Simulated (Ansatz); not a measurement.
SnO2 (rutile, P4_2/mnm), the program Ansatz at the PBEsol level (PAW). The conduction-band minimum lies at Γ, with 1 equivalent valley. Second derivatives d²E/dk² of the lowest band at one valley (eV·Å²), along Cartesian directions:

```csv
direction,d²E/dk²
[100],40.89
[010],40.89
[001],45.28
[110],40.89
[101],43.09
[011],43.09
```

Task: Find the principal effective masses, the density-of-states mass and the conductivity mass.

Result: Off-diagonal terms follow from H_xy = H[110] − (H_xx + H_yy)/2, and m*/mₑ = 7.620 eV·Å² over each eigenvalue: 0.17, 0.19, 0.19. One valley's DOS mass (m₁m₂m₃)^(1/3) = 0.18, conductivity mass 3/(Σ 1/mᵢ) = 0.18 mₑ.

Task: What effective density of states Nc follows at 300 K for parabolic valleys?

Result: Nc = 2.509e19 × 1 × (0.18)^(3/2) ≈ 1.9e18 cm⁻³.

The cell was relaxed with PBEsol under the symmetry of its start. Spin–orbit coupling is left out wherever it is not named.

Potentials: the earlier of the program's two PAW sets. The files were generated under PBE; for other functionals the program regenerates the frozen cores, and for LDA and PBEsol the local potential too.

Edges and masses are those of Kohn–Sham bands, whose gap is no quasiparticle gap.
